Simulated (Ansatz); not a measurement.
Level of theory: DFT PBE, scalar-relativistic, plane waves, PAW in Ansatz. All cells share a 420 eV cutoff and Γ-centred k meshes spaced at most about 0.3 Å⁻¹ (about 0.25 or finer for metals, 2π included). No spin polarisation in the final relaxations.

Temperature and zero-point effects are left out.

Two forms of SiSn2Ge3 were relaxed alike.

A.

```xyz
6
Lattice="5.5341 0.0000 0.0000 -2.7671 4.7927 0.0000 0.0000 0.0000 5.5598" Properties=species:S:1:pos:R:3 pbc="T T T"
Si    0.0000    0.0000    3.6986
Sn    2.7671    1.5976    0.0436
Sn    0.0000    3.1951    0.0436
Ge    1.3835    2.3963    2.8034
Ge    2.7671    0.0000    2.8034
Ge   -1.3835    2.3963    2.8034
```

B.

```xyz
6
Lattice="5.4630 0.0000 0.0000 -2.7315 4.7311 0.0000 0.0000 0.0000 5.5456" Properties=species:S:1:pos:R:3 pbc="T T T"
Si    0.0000    0.0000    0.0000
Sn    2.7315    1.5770    0.0000
Sn    0.0000    3.1541    0.0000
Ge   -1.3658    2.3656    2.7728
Ge    2.7315    0.0000    2.7728
Ge    1.3658    2.3656    2.7728
```

Problem. Which is lower in energy, and by how much?

Solution. A is lower, by 87 meV/atom. A has space group P6mm (No. 183), 24.6 Å³/atom and no gap on its mesh; B has space group P6/mmm (No. 191), 23.9 Å³/atom and no gap. Counting Ge or Si atoms around Sn (for each partner element, those within 1.25 times its shortest distance or 1.15 times the sum of covalent radii, where it is the nearest in units of that sum or under 1.3; the shortest distance is added where it exceeds 1.18 times the sum of covalent radii), A has Sn 6 from 3.2 Å and B has Sn 9 from 3.2 Å. Even the lower one lies +0.42 eV/atom against the reference forms of the elements (uncorrected), so neither is stable at this level. Both come from invented guesses. A third cell relaxed alike, in P6/mmm, lies 115 meV/atom below the lower of the two.

Cells relaxed within their symmetry can be saddle points.
